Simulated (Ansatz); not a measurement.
Pd (fcc (Cu type), Fm-3m) at seven volumes, the program Ansatz at the r²SCAN level (PAW), scaled uniformly. One row is withheld.

| V (Å³/atom) | P (GPa) |
|---|---|
| 13.649 | 22.25 |
| 14.099 | 13.39 |
| 14.549 | 6.05 |
| 14.999 | 0.00 |
| 15.449 | -4.98 |
| 15.899 | ? |
| 16.349 | -12.38 |

### Question
Fit the shown pressures and predict the withheld one.

### Answer
P = (3/2)B₀(x^(7/2) − x^(5/2))[1 + (3/4)(B′ − 4)(x − 1)] with x = (V₀/V)^(2/3). Least squares on the six rows gives V₀ = 15.000 Å³/atom, B₀ = 182 GPa, B′ = 5.48. At V = 15.899, x = 0.9619 and P = -9.03 GPa. The run itself gave -9.06 GPa.

The cell was relaxed with r²SCAN under the symmetry of its start. Spin order of the final state: ferromagnetic, the only order run, not a proven ground state. The cell computed holds one magnetic atom, so no antiferromagnetic order was within reach. Other orbital occupations within this spin state were not tried.

Potentials: the earlier of the program's two PAW sets.
